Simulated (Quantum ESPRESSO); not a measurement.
**PN7 (changed cell): field gradients at the nuclei**

```
CELL_PARAMETERS angstrom
      5.84341     0.02370     0.02370
      0.02370     5.84341     0.02370
      0.02370     0.02370     5.84341
ATOMIC_POSITIONS crystal
  P  0.04753 0.04753 0.04753
  N  0.90083 0.90083 0.90083
  N  0.45201 0.94767 0.54603
  N  0.57086 0.06997 0.46511
  N  0.54603 0.45201 0.94767
  N  0.46511 0.57086 0.06997
  N  0.94767 0.54603 0.45201
  N  0.06997 0.46511 0.57086
```
The cell was made here from a computed Materials Project entry: one of 8 N replaced by P, cell and atoms relaxed (PBE without dispersion, pw.x of a modified build of Quantum ESPRESSO, symmetry kept). The parent is N2 in Pa-3; whether this form has been observed was not checked. The swapped cell is a model, not a known phase. Stability against distortions was not tested.

Computed: field gradients by a PBE PAW density (pw.x of Quantum ESPRESSO, JTH datasets) with the all-electron reconstruction of Petrilli and co-workers, 25 Ha, k-mesh 4×4×4 through Γ.

```json
[
 {"site": "P (atom 1)", "site symmetry": "3", "Vzz (10²¹ V/m²)": "-17.75", "η_Q": "0.00", "∣C_Q∣ (MHz)": "–"},
 {"site": "N1 (atom 2)", "site symmetry": "3", "Vzz (10²¹ V/m²)": "-10.63", "η_Q": "0.00", "∣C_Q∣ (MHz)": "5.24 (¹⁴N)"},
 {"site": "N2 (atoms 3, 5, 7)", "site symmetry": "1", "Vzz (10²¹ V/m²)": "-11.68", "η_Q": "0.00", "∣C_Q∣ (MHz)": "5.76 (¹⁴N)"},
 {"site": "N3 (atoms 4, 6, 8)", "site symmetry": "1", "Vzz (10²¹ V/m²)": "-11.61", "η_Q": "0.01", "∣C_Q∣ (MHz)": "5.73 (¹⁴N)"}
]
```

Quadrupole moments taken as inputs (sizes, barn, from the tables of PySCF and pymatgen): ¹⁴N 0.0204.

Principal values are ordered |Vxx| ≤ |Vyy| ≤ |Vzz|, η = (Vxx − Vyy)/Vzz, and C_Q = eQVzz/h is given by its size. Cores are frozen. Against all-electron runs on small test molecules, this scheme's |Vzz| missed by under 1 % on N. P had no test against all-electron runs.
